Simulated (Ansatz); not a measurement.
**Question.** Each is relaxed and computed with the program Ansatz at the r²SCAN level (PAW). Which is the only one with a gap?
(A) Tc2P3, C2/m (Pearson symbol mS20)
(B) Hf2N2O, C2/m (Pearson symbol mS30)
(C) CoGe, C2/m (Pearson symbol mS16)
(D) Hf5Si3, P6_3/mcm (Hf on 6g, Hf on 4d, Si on 6g)

**Answer.** B, Hf2N2O, C2/m (Pearson symbol mS30). Hf2N2O: gap 2.39 eV (indirect); Tc2P3: metal; CoGe: metal; Hf5Si3: metal. Standing as an ambient phase not checked: Hf2N2O, C2/m (Pearson symbol mS30); Tc2P3, C2/m (Pearson symbol mS20); CoGe, C2/m (Pearson symbol mS16); Hf5Si3, P6_3/mcm (Hf on 6g, Hf on 4d, Si on 6g). All cells were relaxed under the symmetry of their starts (and spin orders); stability against distortions was not tested throughout. Rows with no word on spin ran without spin polarisation. Scalar-relativistic: spin–orbit coupling is off unless named, which matters more the heavier the elements.

Potentials: the later of the program's two PAW sets (Tc and Pm come from another file).
